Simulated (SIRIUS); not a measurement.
# Sensitivity of a calculation on ZnO (P6_3mc, 4 atoms in the cell; from Materials Project mp-2133) to its settings

```xyz
4
Lattice="3.2374 0.0000 0.0000 -1.6187 2.8036 0.0000 0.0000 0.0000 5.2221" Properties=species:S:1:pos:R:3 pbc="T T T"
Zn     1.6187     0.9345     2.6141
Zn     0.0000     1.8691     0.0031
O      1.6187     0.9345     4.5940
O      0.0000     1.8691     1.9829
```

Base run A: LDA (PW92), GBRV LDA ultrasoft pseudopotentials (SIRIUS), self-consistent single point.

Its settings: parameters.ngridk = 6 6 4; parameters.xc_functionals = [XC_LDA_X, XC_LDA_C_PW]; parameters.gk_cutoff = 6.325 1/bohr; parameters.pw_cutoff = 14.143 1/bohr; parameters.smearing = gaussian; parameters.smearing_width = 0.000367493 Ha; potentials = GBRV LDA ultrasoft pseudopotentials; parameters.electronic_structure_method = pseudopotential; parameters.num_bands = 31; parameters.num_mag_dims = 0; parameters.num_dft_iter = 100; parameters.energy_tol = 1e-07 Ha; parameters.density_tol = 1e-06; mixer.type = broyden2; mixer.beta = 0.7; mixer.use_hartree = false.

The structure comes from a collection of computed structures, made at another level of theory; the collection holds predicted forms beside known ones.

ΔF is the free energy per atom less that of run A. A dash stands where there is no value to compare (another energy zero, no result, no clean gap). Total energies depend on the potentials, the functional and any Hubbard or dispersion term, so they are compared only between runs that share all of them.

```tsv
run	change	ΔF (meV/atom)	pressure (GPa)	largest force (eV/Å)	k-points
A	base	0.00	-5.72	0.002	21
B	lattice vector a scaled by 1.02	12.5	-8.23	0.156	60
C	parameters.gk_cutoff: 6.325 1/bohr → 5.292 1/bohr; parameters.pw_cutoff: 14.143 1/bohr → 11.833 1/bohr	983.4	-104.70	0.001	21
D	parameters.energy_tol: 1e-07 Ha → 3.7e-05 Ha; parameters.density_tol: 1e-06 → 1	0.00	-6.22	0.008	21
E	parameters.num_bands: 31 → 34	0.00	-5.72	0.002	21
F	atom 3 moved by +0.08 angstrom along z	8.0	-5.46	0.754	24
G	parameters.shiftk: default → 1 1 1	-0.81	-5.71	0.003	24
H	parameters.xc_functionals: [XC_LDA_X, XC_LDA_C_PW] → [XC_GGA_X_B88, XC_GGA_C_LYP]; pseudopotentials: GBRV LDA ultrasoft pseudopotentials → GBRV PBE ultrasoft pseudopotentials [BLYP]	–	11.06	0.001	21
I	parameters.xc_functionals: [XC_LDA_X, XC_LDA_C_PW] → [XC_GGA_X_WC, XC_GGA_C_PBE]; pseudopotentials: GBRV LDA ultrasoft pseudopotentials → GBRV PBE ultrasoft pseudopotentials [Wu-Cohen GGA]	–	0.17	0.001	21
J	parameters.num_dft_iter: 100 → 200; mixer.beta: 0.7 → 0.2	0.00	-5.72	0.002	21
K	parameters.num_dft_iter: 100 → 200; mixer.max_history: default → 8	0.00	-5.72	0.002	21
L	iterative_solver.num_steps: default → 10	0.00	-5.72	0.002	21
```

Run F against A: The free energy goes up by 8.0 meV/atom, the pressure goes from -5.72 to -5.46 GPa, the largest force goes from 0.002 to 0.754 eV/Å and the gap on the mesh goes from 0.746 to 0.730 eV.

Run B against A: The free energy rises by 12.5 meV/atom, the pressure goes from -5.72 to -8.23 GPa, the largest force goes from 0.002 to 0.156 eV/Å and the gap on the mesh goes from 0.746 to 0.693 eV.

Run H against A: The pressure goes from -5.72 to 11.06 GPa, the largest force hardly changes (0.002 to 0.001 eV/Å) and the gap on the mesh goes from 0.746 to 0.953 eV.

At a cut-down plane-wave cutoff the stress holds a Pulay term: a spurious tension from the incomplete basis, which lowers the pressure; energies, forces and gaps of such rows are unconverged too.

Some of these runs use potentials made for another functional than their own.
